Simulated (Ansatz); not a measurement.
Computed with Ansatz (plane waves, PAW, 420 eV cutoff): PBEsol, scalar-relativistic, collinear spin, Γ-centred 8×8×8 mesh, 0.05 eV Gaussian smearing; PAW files: Ansatz's generated set soft_2.

The calculation on XRu3, where X is one element, gave:

```
Space group                                           : Pm-3m (No. 221)
Conventional cell                                     : a = 3.987 Å, b = 3.987 Å, c = 3.987 Å, α = 90.00°, β = 90.00°, γ = 90.00°
Volume                                                : 15.84 Å³/atom
Band gap                                              : zero (metallic)
Density of states at the Fermi level                  : 1.3 states/(eV·atom)
Magnetic state                                        : ferromagnetic (the only order tried)
Site spin moments                                     : X 6.12; Ru -0.46 μB
Spin moment of the cell                               : 4.83 μB
f electrons (orthogonalised atomic orbitals)          : X 6.53
Formation energy from the elements (0 K, uncorrected) : 0.47 eV/atom (unstable against the elements)
Bulk modulus (Birch–Murnaghan)                        : 185 GPa
Pressure derivative B0′                               : 4.7
```

Sites: X on 1a, Ru on 3c.

Q: Which element is X?
A. Eu
B. Tb
C. Pm
D. Gd

A: A. X is Eu, so the compound is EuRu3.

The cell came from substitution into a structure type; whether the compound takes it is for experiment to say.

Without a U the 4f levels of Eu lie too near the Fermi level, so their share of the states there, and what hangs on it, is overstated. For elements this heavy, spin–orbit coupling would shift levels and gaps; it isn't included here. The run wasn't fully tested for a lower electronic state. Site moments are of spin, integrated over atomic spheres. Only parallel moments were tried, so the real magnetic order may be another.
